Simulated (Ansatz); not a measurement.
PbS:
```
CELL_PARAMETERS angstrom
     -2.06692     2.06692     2.92087
      2.06692    -2.06692     2.92087
      2.06692     2.06692    -2.92087
ATOMIC_POSITIONS crystal
  Pb 0.00000 0.00000 0.00000
  S  0.50000 0.50000 0.00000
```

This is the LDA-relaxed structure.

**Question.** All from plane-wave PAW LDA (Ansatz code), unless another level is named. Estimate the bulk modulus (Birch–Murnaghan fit).

**Answer.** 646 kbar.

**Question.** Predict the highest zone-centre frequency (without LO–TO term).

**Answer.** 80 cm⁻¹.

Space group Fm-3m (rock salt). The cell was relaxed with LDA under the symmetry of its start. At this level the phase is dynamically unstable (imaginary phonons). Scalar-relativistic: spin–orbit coupling is off unless named, which matters more the heavier the elements.

Potentials: the earlier of the program's two PAW sets. The files were generated under PBE; for other functionals the program regenerates the frozen cores, and for LDA and PBEsol the local potential too.
